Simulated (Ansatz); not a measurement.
FeSe2 in space group Pnnm (No. 58; Fe on 2a, Se on 4g) under volume change, r²SCAN (plane waves, PAW; program Ansatz), shape and atoms relaxed at each volume.

```csv
V (Å³/atom),E − E(relaxed) (meV/atom),P (GPa)
14.970,62.1,14.71
15.463,26.0,8.94
15.957,(withheld),(withheld)
16.450,0.0,0.00
16.944,5.4,-3.44
17.437,(withheld),(withheld)
17.931,44.0,-8.77
```

**Question.** What belongs in the gaps?

**Answer.** 
- 15.957, E − E(relaxed) (meV/atom): 6.1
- 15.957, P (GPa): 4.09
- 17.437, E − E(relaxed) (meV/atom): 20.6
- 17.437, P (GPa): -6.33

**Question.** What does a third-order Birch–Murnaghan fit give for V₀, B₀ and B′?

**Answer.** V₀ = 16.45 Å³/atom, B₀ = 125 GPa, B′ = 4.7.

The first step of the workflow began from a Materials Project structure, measured or hypothetical; the Crystallography Open Database files this formula in space group No. 58, but the cells were not matched. Its standing as an ambient phase is unchecked. The cell was relaxed with r²SCAN under the symmetry of its start; its stability against distortions is not shown here. The run is not spin-polarised. Spin–orbit coupling is left out wherever it is not named.

Potentials: the later of the program's two PAW sets.
